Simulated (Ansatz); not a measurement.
## Compounds of S: energies of formation from the elements

All-electron LAPW in Ansatz 0.2.0 under PBEsol, scalar-relativistic, energies extrapolated to zero smearing, at cells relaxed on PAW files: Hf₂S (R-3m), a = 3.29 Å, b = 3.29 Å, c = 17.95 Å, α = 90.00°, β = 90.00°, γ = 120.00°; La₂S (R-3m), a = 4.01 Å, b = 4.01 Å, c = 20.03 Å, α = 90.00°, β = 90.00°, γ = 120.00°; LaS (Fm-3m), a = 5.80 Å, b = 5.80 Å, c = 5.80 Å, α = 90.00°, β = 90.00°, γ = 90.00°; Ba₂S (R-3m), a = 4.37 Å, b = 4.37 Å, c = 23.05 Å, α = 90.00°, β = 90.00°, γ = 120.00°.

The elements are taken as Ba bcc, Hf hcp, La dhcp, S S6 rings, by the same method, without zero-point or thermal terms. The functional lacks long-range dispersion, which matters for the layered or molecular reference states. S6 rings stand in for α-S8. The PAW files were made under PBE. The structures needn't be the ground states, and some are hypothetical. Spin–orbit coupling is left out, and cells without a listed moment are non-magnetic or ran without spin. k spacings are 0.16 to 0.3 Å⁻¹, smearing 0.02 to 0.05 eV.

```json
{"compound": "Hf₂S (R-3m)", "ΔE LAPW (eV/atom)": "?", "PAW − LAPW (meV/atom)": "-1.5", "V (Å³/atom)": "18.75"}
{"compound": "La₂S (R-3m)", "ΔE LAPW (eV/atom)": "-1.328", "PAW − LAPW (meV/atom)": "-1.0", "V (Å³/atom)": "31.07"}
{"compound": "LaS (Fm-3m)", "ΔE LAPW (eV/atom)": "-2.264", "PAW − LAPW (meV/atom)": "-2.0", "V (Å³/atom)": "24.45"}
{"compound": "Ba₂S (R-3m)", "ΔE LAPW (eV/atom)": "?", "PAW − LAPW (meV/atom)": "-0.7", "V (Å³/atom)": "42.41"}
```

Question: Give the missing entry: row "Hf₂S (R-3m)", column "ΔE LAPW (eV/atom)".

Answer: -0.945.

Question: What belongs in the row "Ba₂S (R-3m)", column "ΔE LAPW (eV/atom)"?

Answer: -1.363.
